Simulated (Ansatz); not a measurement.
Values for one crystal, relaxed and computed with DFT-r²SCAN in the program Ansatz with PAW potentials; other levels are named.

| Quantity | Value |
|---|---|
| Volume per atom | 24.24 Å³ |
| Band gap | 1.41 eV (indirect) |
| Bulk modulus (Birch–Murnaghan fit) | 51.3 GPa |
| Electron effective mass | 0.22, 0.33, 0.35 mₑ (principal values) |
| Formation energy from the elements (no fitted shifts) | -0.33 eV/atom |
| Valence-band maximum | off the standard path, at k = (0.370, -0.375, -0.219) |
| Hole effective mass | 0.36, 0.62, 0.94 mₑ (principal values) |

### Question
Which compound is it?
(A) Cd2P3I, C2/c (Cd on 8f, P on 4e, P on 8f, I on 4e)
(B) RbAg3S2, C2/m (Pearson symbol mS24)
(C) Na4CoO3, Cc (Pearson symbol mS32)
(D) MgMnO3, R-3 (Mg on 6c, Mn on 6c, O on 18f)

### Answer
A, Cd2P3I, C2/c (Cd on 8f, P on 4e, P on 8f, I on 4e)

The first step of the workflow began from a Materials Project structure, measured or hypothetical; the Crystallography Open Database copy checked does not list it. COD files the formula under space group No. 9, so this cell is another polymorph or a model. Its standing as an ambient phase is unchecked. Symmetry was held in the r²SCAN relaxation; its stability against distortions is not shown here. The references are the lowest solids computed at this level, not always the standard phases. Spin–orbit coupling is left out wherever it is not named.

Potentials: the later of the program's two PAW sets.
